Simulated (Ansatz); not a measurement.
## 209Bi NMR of the central transition in Bi2Te2PbS2

Cell: a COD entry (perhaps calculated rather than measured), ions relaxed with PBE at fixed cell.

```
Bi Te Pb S
1.0
     2.13505    1.23267   13.47096
    -2.13505    1.23267   13.47096
     0.00000   -2.46534   13.47096
Bi Te Pb S
2 2 1 2
Direct
  0.58153 0.58153 0.58153
  0.41847 0.41847 0.41847
  0.87061 0.87061 0.87061
  0.12939 0.12939 0.12939
  0.00000 0.00000 0.00000
  0.29137 0.29137 0.29137
  0.70863 0.70863 0.70863
```

Sites (sets of like atoms) are named by element and the number of their first atom in this list.

The numbers come from a DFT calculation in Ansatz (r2SCAN, plane waves and PAW, scalar-relativistic, 500 eV cutoff, Γ-centred 8×8×8 k-points, Fermi–Dirac smearing 0.02 eV).

209Bi has I = 9/2 and Q = -516.0 mb (Pyykkö 2018); at 28.2 T its Larmor frequency is ν₀ = 196.3 MHz (from the bare nuclear moment; shielding lowers the observed one by a per cent or two). Only the quadrupole interaction is simulated: positions count from each site's isotropic chemical shift, and J coupling is left out, as are shift anisotropy and dipolar coupling, which fast spinning averages.

Simulated pattern of one Bi site (fast magic-angle spinning, Gaussian broadening 0.06 kHz):

offset (kHz), height and a bar:
```
   -2.226          0 
   -2.138          4 #
   -2.050          6 ##
   -1.963          6 ##
   -1.875          6 ##
   -1.787          6 ##
   -1.699          7 ##
   -1.611          7 ##
   -1.523          7 ##
   -1.436          9 ###
   -1.348         79 ########################
   -1.260         74 ######################
   -1.172         53 ################
   -1.084         47 ##############
   -0.996         44 #############
   -0.909         43 #############
   -0.821         43 #############
   -0.733         45 #############
   -0.645         47 ##############
   -0.557         53 ################
   -0.469         64 ###################
   -0.382        100 ##############################
   -0.294         85 ##########################
   -0.206          0
```

Task: Which |C_Q| and η does the pattern imply?

Result: The pattern spans 1.84 kHz before broadening and its centre of gravity is at -0.861 kHz, which fixes P_Q; the places of the horns and steps fix η. That gives P_Q = 11.0 MHz, |C_Q| = 11.0 MHz and η = 0.00. The sign of C_Q can't be read from the pattern.

An axis of threefold or higher order runs through Bi, so V_zz lies along it and η is zero.

Spin–orbit coupling is left out, which shifts gradients on Bi by a few per cent in wide-gap crystals, and can shift them far more where the calculated gap is small or absent, as here. Newer work puts Q(²⁰⁹Bi) near −420 mb, which would lower these couplings by about a fifth. With a gap of 0.6 eV on this mesh, small gradients can still move by 0.1 × 10²¹ V/m² or more as the k-mesh gets denser.
